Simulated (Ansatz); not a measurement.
LuBi:
```xyz
2
Lattice="0.0000 3.0666 3.0666 3.0666 0.0000 3.0666 3.0666 3.0666 0.0000" Properties=species:S:1:pos:R:3 pbc="T T T"
Lu     3.0666     3.0666     3.0666
Bi     0.0000     0.0000     0.0000
```

Relaxed with PBEsol. Special points in fractions of this cell's reciprocal vectors: Γ (0.000, 0.000, 0.000); X (0.500, 0.000, 0.500); U (0.625, 0.250, 0.625); K (0.375, 0.375, 0.750); L (0.500, 0.500, 0.500); W (0.500, 0.250, 0.750).

**Question.** List the band energies nearest the Fermi level at these points for PBEsol (plane waves, PAW; program Ansatz).

**Answer.** In eV from the Fermi level; about four levels below and three above (degenerate sets whole), none deeper than 8.9 eV; points with the same levels are listed once.

```json
[
 {"k": "Γ", "below": "-5.49 -5.47 -5.47 -5.47", "above": "1.01 1.01 1.01"},
 {"k": "X", "below": "-3.42 -0.89 -0.89 -0.45", "above": "1.51 2.92 3.72 3.72"},
 {"k": "U", "below": "-5.47 -5.47 -3.22 -3.13 -1.43", "above": "0.81 3.21 3.23"},
 {"k": "L", "below": "-5.45 -5.00 -1.84 -1.84", "above": "2.76 2.94 2.94"},
 {"k": "W", "below": "-5.46 -2.80 -2.80 -2.74", "above": "2.34 2.42 2.42"}
]
```

Space group Fm-3m (rock salt). The first step of the workflow began from a Materials Project structure, measured or hypothetical; the Crystallography Open Database copy checked does not list it. With Lu and Bi taken as one species the cell has the higher symmetry Pm-3m, so it may be an ordered model of a mixed-site phase. Its standing as an ambient phase is unchecked. Symmetry was held in the PBEsol relaxation; of distortions, only those at the zone centre were tested. Spin–orbit coupling is left out wherever it is not named.

Potentials: the later of the program's two PAW sets.
